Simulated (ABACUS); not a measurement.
A self-consistent single point of Te2Mo (P2_1/m, 6 atoms in the cell; from Materials Project mp-602, changed as shown).

```
CELL_PARAMETERS angstrom
      3.56106     0.00000     0.00000
     -1.79851     3.11512     0.00000
      0.00000     0.00000    14.77668
ATOMIC_POSITIONS crystal
  Te 0.33333 0.66667 0.62782
  Te 0.66667 0.33333 0.37218
  Te 0.66667 0.33333 0.12782
  Te 0.33333 0.66667 0.87218
  Mo 0.33333 0.66667 0.25000
  Mo 0.66667 0.33333 0.75000
```

Level of theory: PBE, numerical atomic orbitals TZDP (confined pseudo-atomic orbitals with Gaussian additions; energy shift 0.01 Ry), PseudoDojo 0.5 standard norm-conserving PBE (tails mended) pseudopotentials (ABACUS).

ABACUS settings:

```
setting                                                               value
---------------  ----------------------------------------------------------
basis                  TZDP numerical atomic orbitals, energy shift 0.01 Ry
KPT                                                       Gamma 6 6 2 0 0 0
basis_type                                                             lcao
dft_functional                                                          PBE
ecutwfc                                                              100 Ry
smearing_method                                                    gaussian
smearing_sigma                                               0.000734986 Ry
potentials       PseudoDojo 0.5 standard norm-conserving PBE (tails mended)
symmetry                                                                  1
symmetry_prec                                                         1e-05
ks_solver                                                           genelpa
scf_nmax                                                                100
scf_thr                                                             1.0e-06
mixing_type                                                         broyden
mixing_beta                                                             0.4
```

### Question
Estimate, at this level of theory: gap on the k-point mesh and pressure.

### Answer
The run gave:

```
Quantity                     Value
-----------------------  ---------
Gap on the k-point mesh    0.97 eV
Pressure                 -0.75 GPa
```

Gaps are taken between levels on the mesh.

For comparison: a first run was changed to give this one (lattice vector a scaled by 0.99), and from it to this one the free energy goes down by 2.1 meV/atom, the pressure goes from -1.56 to -0.75 GPa and the gap on the mesh goes from 0.914 to 0.966 eV.

Spin-orbit coupling is left out, which matters for bands and gaps with elements this heavy. The atom-centred basis is finite, which shifts total energies, pressures and gaps against plane waves. The structure comes from a collection of computed structures, made at another level of theory; the collection holds predicted forms beside known ones. Its lattice was then scaled.

Cost on one core: very roughly 120 core-seconds.

The atomic orbitals were generated for these runs; they are not ABACUS's published sets and were checked against plane waves on a few crystals only.

“Tails mended”: in these copies of the files the far tail of each local potential was reset to the Coulomb form.
